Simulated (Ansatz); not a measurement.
CaO:
```
CELL_PARAMETERS angstrom
      4.16887     0.00000     0.00000
      0.00000     4.16887     0.00000
      0.00000     0.00000     3.19549
ATOMIC_POSITIONS crystal
  Ca 0.50000 0.00000 0.29331
  Ca 0.00000 0.50000 0.70669
  O  0.00000 0.00000 0.00000
  O  0.50000 0.50000 0.00000
```

Relaxed with r²SCAN.

Q: Map the electron localisation function on the plane through (0.500, 0.000, 0.293) spanned by u = [1, 0, 0] and v = [0, 0, 1] in lattice vectors, from DFT-r²SCAN in the program Ansatz with PAW potentials.

A: x is the fraction of u, y of v (the angle between them is 90°; rows are the nearest grid lines); atoms in the plane: Ca at (0.00, 0.00), O at (0.50, 0.71).
```
|%%@@%: :+####+: :%@@%%|
|@@@@#..=%%@@%%=..#@@@@|
|@@@@+.:#@@@@@@#:.+@@@@|
|@@@#. =%@%##%@%= .#@@@|
|@%*: .#@@#==#@@#. :*%@|
|+=:  -%@@#--#@@%-  :=+|
|    .+%@@%**%@@%+.    |
|    :+%@@@%%@@@%+:    |
|    .=#%@@@@@@%#=.    |
|     :+##%%%%##+:     |
|.     :=+****+=:     .|
|++-.   .::--::.   .-++|
|%%#+:            :+#%%|
|@@@%+.          .+%@@@|
|@@@@#:   ....   :#@@@@|
|%@@@%-  :=++=:  -%@@@%|
|%%@@%: :+####+: :%@@%%|
```
Scale: ten equal steps from 0.011 (start of ' ') to 0.871 (end of '@'), in the order ' .:-=+*#%@'; x runs from 0.000 to 1.00, y from 0.000 (bottom) to 1.00 (top).

The density is the valence pseudo-density with augmentation charge, so density and ELF within about 1 Å of a nucleus are not all-electron values.

Space group P4/nmm. The start of the workflow was typed in or built on a structure type; neither database checked (COD, Materials Project) lists it. It is not the phase usual at ambient conditions (space group No. 225). The cell was relaxed with r²SCAN under the symmetry of its start; its stability against distortions is not shown here. The volume moved by -17 % from the start of the relaxation.

Potentials: the earlier of the program's two PAW sets.
